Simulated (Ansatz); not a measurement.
TiSe$_{2}$ (CdI2 type)

```yaml
crystal:
  lattice:
    - [3.48104, 0.00000, 0.00000]
    - [-1.74052, 3.01467, 0.00000]
    - [0.00000, 0.00000, 5.87186]
  atoms:
    - { symbol: Ti, position: [0.00000, 0.00000, 0.00000] }
    - { symbol: Se, position: [0.66667, 0.33333, 0.26465] }
    - { symbol: Se, position: [0.33333, 0.66667, 0.73535] }
```

Equation-of-state scan: isotropic scaling of the cell above, V₀ being its volume. The atoms relax within the cell's symmetry.

The numbers are results of PBE-D3(BJ) (plane waves to 420 eV, PAW, scalar-relativistic; Ansatz, a quantum-chemistry and plane-wave program), not measurements. k mesh 15×15×8 (Γ-centred), Fermi-Dirac smearing 0.05 eV. Stress and pressure are positive under compression. TiSe2 is run without spin polarisation. TiSe2 was relaxed with its symmetry unable to fall.

At one point of the scan the stress tensor (GPa) is:

```
    2.4      0.0      0.0
    0.0      2.4      0.0
    0.0      0.0      1.6
```

Problem. Which point is it?
A. V/V₀ = 0.880
B. V/V₀ = 0.920
C. V/V₀ = 0.960
D. V/V₀ = 0.840

Solution. C, V/V₀ = 0.960

(Under strain, the slope of the energy per volume gives the stress and its curvature an elastic modulus.)
